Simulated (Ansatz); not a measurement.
## ²⁰⁹Bi NMR of the central transition in Bi2Te3

Cell: a COD entry whose atoms were relaxed with PBE, the cell held.

```
CELL_PARAMETERS angstrom
2.19300 1.26613 10.16567
-2.19300 1.26613 10.16567
0.00000 -2.53226 10.16567
ATOMIC_POSITIONS crystal
Bi 0.39998 0.39998 0.39998
Bi 0.60002 0.60002 0.60002
Te 0.00000 0.00000 0.00000
Te 0.20979 0.20979 0.20979
Te 0.79021 0.79021 0.79021
```

Atom numbers follow the list; atoms alike are taken as one site, whose name carries the number of the first.

All values are calculated (Ansatz; DFT, PBE, plane waves and PAW, scalar-relativistic, 420 eV cutoff, Γ-centred 12×12×12 k-points, Fermi–Dirac smearing 0.02 eV), not measured.

²⁰⁹Bi has I = 9/2 and Q = -516.0 mb (Pyykkö 2018); at 16.4 T its Larmor frequency is ν₀ = 114.2 MHz (from the bare nuclear moment; shielding lowers the observed one by a per cent or two). Only the quadrupole interaction is simulated: positions count from each site's isotropic chemical shift, and shift anisotropy, dipolar and J coupling are left out.

Q: Simulate the second-order pattern (static powder, Gaussian broadening 5 kHz) of site Bi (6 Te at 3.07–3.25 Å).

A: The calculation gives C_Q = -36.2 MHz and η = 0.00, so ν_Q = 1.51 MHz and the centre of gravity lies at -140 ppm (-16.0 kHz).

(offset (kHz), height): (-57.92, 8), (-53.90, 78), (-49.88, 100), (-45.85, 66), (-41.83, 52), (-37.81, 45), (-33.78, 41), (-29.76, 39), (-25.74, 36), (-21.71, 35), (-17.69, 34), (-13.67, 34), (-9.64, 33), (-5.62, 33), (-1.60, 31), (2.43, 27), (6.45, 27), (10.47, 29), (14.50, 32), (18.52, 37), (22.55, 46), (26.57, 71), (30.59, 55), (34.62, 5)

An axis of threefold or higher order runs through Bi, so V_zz lies along it and η is zero.

Spin–orbit coupling is left out, which shifts gradients on Bi by a few per cent in wide-gap crystals, and can shift them far more where the calculated gap is small or absent, as here. Newer work puts Q(²⁰⁹Bi) near −420 mb, which would lower these couplings by about a fifth. With a gap of 0.3 eV on this mesh, the gradients can still move by some per cent as the k-mesh gets denser.
